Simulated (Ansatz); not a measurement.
La (diamond, Fd-3m) under volume change, the program Ansatz at the r²SCAN level (PAW), scaled uniformly.

| V (Å³/atom) | E − E(relaxed) (meV/atom) | P (GPa) |
|---|---|---|
| 33.501 | (withheld) | (withheld) |
| 34.605 | 23.6 | 3.66 |
| 35.710 | 5.5 | 1.65 |
| 36.814 | 0.0 | 0.00 |
| 37.919 | 4.8 | -1.36 |
| 39.023 | 18.1 | -2.46 |
| 40.127 | (withheld) | (withheld) |

**Question.** Complete the blanks.

**Answer.** 
- 40.127, E − E(relaxed) (meV/atom): 38.2
- 40.127, P (GPa): -3.34
- 33.501, E − E(relaxed) (meV/atom): 56.9
- 33.501, P (GPa): 6.07

**Question.** What does a third-order Birch–Murnaghan fit give for V₀, B₀ and B′?

**Answer.** V₀ = 36.82 Å³/atom, B₀ = 49.5 GPa, B′ = 5.6.

The start of the workflow was typed in or built on a structure type; neither database checked (COD, Materials Project) lists it. It is not the phase usual at ambient conditions (space group No. 194). The cell was relaxed with r²SCAN under the symmetry of its start. At this level the phase is mechanically unstable. The volume moved by -38 % from the start of the relaxation. Spin–orbit coupling is left out wherever it is not named.

Potentials: the earlier of the program's two PAW sets.
